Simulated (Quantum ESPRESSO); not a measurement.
Empty bands for a GW run on NaF (rock salt, space group Fm-3m, No. 225): 94 bands on a 6×6×6 mesh, PBEsol, PseudoDojo standard norm-conserving files, scalar-relativistic, Quantum ESPRESSO. The input, in which only the diagonalization keyword changes:

```
&CONTROL
  calculation = 'nscf'
  pseudo_dir = './pseudo'
  outdir = './out'
/
&SYSTEM
  ibrav = 0
  nat = 2
  ntyp = 2
  ecutwfc = 88.0
  ecutrho = 352.0
  occupations = 'fixed'
  force_symmorphic = .true.
  nbnd = 94
/
&ELECTRONS
  conv_thr = 2e-09
  diago_full_acc = .true.
  diago_thr_init = 1e-08
  diagonalization = 'david'
/
ATOMIC_SPECIES
F 18.9984 F.upf
Na 22.9898 Na.upf
CELL_PARAMETERS angstrom
  0.000000000000   2.313665007000   2.313665007000
  2.313665007000   0.000000000000   2.313665007000
  2.313665007000   2.313665007000   0.000000000000
ATOMIC_POSITIONS crystal
F   0.500000000000   0.500000000000   0.500000000000
Na   0.000000000000   0.000000000000   0.000000000000
K_POINTS automatic
6 6 6 0 0 0
```

```csv
diagonalization,mean iterations per k point,rough time,largest change of an eigenvalue (eV)
david,14,1,–
cg,35,about 4×,7e-07
paro,12,within a factor of two,2e-08
```

An iteration means different work in each solver, so the counts don't rank them. Times are rough ratios from shared machines.

Geometry relaxed with PBEsol.
